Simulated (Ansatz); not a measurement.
Total density of states per atom from plane-wave PAW r²SCAN (Ansatz code), in 0.25 eV bins, energy from the valence-band maximum:

| E (eV) | states/eV/atom |
|---|---|
| -7.85 | 0.00 |
| -7.60 | 0.00 |
| -7.35 | 0.00 |
| -7.10 | 0.00 |
| -6.85 | 0.00 |
| -6.60 | 0.00 |
| -6.35 | 0.00 |
| -6.10 | 0.00 |
| -5.85 | 1.38 |
| -5.60 | 0.35 |
| -5.35 | 0.74 |
| -5.10 | 2.34 |
| -4.85 | 0.00 |
| -4.60 | 0.99 |
| -4.35 | 1.41 |
| -4.10 | 0.00 |
| -3.85 | 0.39 |
| -3.60 | 4.26 |
| -3.35 | 1.04 |
| -3.10 | 1.52 |
| -2.85 | 0.00 |
| -2.60 | 0.00 |
| -2.35 | 0.00 |
| -2.10 | 0.00 |
| -1.85 | 0.00 |
| -1.60 | 0.00 |
| -1.35 | 0.00 |
| -1.10 | 0.00 |
| -0.85 | 0.00 |
| -0.60 | 0.00 |
| -0.35 | 0.00 |
| -0.10 | 2.40 |
| 0.15 | 0.00 |
| 0.40 | 0.00 |
| 0.65 | 0.00 |
| 0.90 | 0.00 |
| 1.15 | 0.00 |
| 1.40 | 0.00 |
| 1.65 | 0.00 |
| 1.90 | 0.00 |
| 2.15 | 0.00 |
| 2.40 | 0.00 |
| 2.65 | 0.00 |
| 2.90 | 1.00 |
| 3.15 | 0.60 |
| 3.40 | 0.00 |
| 3.65 | 0.00 |
| 3.90 | 0.00 |
| 4.15 | 0.00 |
| 4.40 | 0.00 |
| 4.65 | 0.01 |
| 4.90 | 0.03 |
| 5.15 | 0.04 |
| 5.40 | 0.05 |
| 5.65 | 0.07 |
| 5.90 | 0.08 |
| 6.15 | 0.11 |
| 6.40 | 0.16 |
| 6.65 | 0.20 |
| 6.90 | 0.12 |
| 7.15 | 0.32 |
| 7.40 | 0.48 |
| 7.65 | 0.59 |

Q: Which compound is it?
A) V3Ru, Fm-3m (V on 8c, V on 4b, Ru on 4a)
B) CeCd3, Fm-3m (Ce on 4a, Cd on 4b, Cd on 8c)
C) KRb2RhF6, Fm-3m (K on 4b, Rb on 8c, Rh on 4a, F on 24e)
D) MgF2, rutile

A: C, KRb2RhF6, Fm-3m (K on 4b, Rb on 8c, Rh on 4a, F on 24e). Top 1 eV of the valence band: Rh 4d 74 %, F 2p 24 %. Bottom 1 eV of the conduction band: Rh 4d 66 %, F 2p 28 %. Projections are on Löwdin-orthogonalised atomic valence shells; empty p or d shells of many metals are not among them.

The first step of the workflow began from a Materials Project structure, measured or hypothetical; the Crystallography Open Database files this formula in space group No. 225, but the cells were not matched. Its standing as an ambient phase is unchecked. The r²SCAN relaxation kept the symmetry of its start; whether a distortion lowers the energy is not shown. The run is not spin-polarised. Scalar-relativistic: spin–orbit coupling is off unless named, which matters more the heavier the elements.

Potentials: the later of the program's two PAW sets.
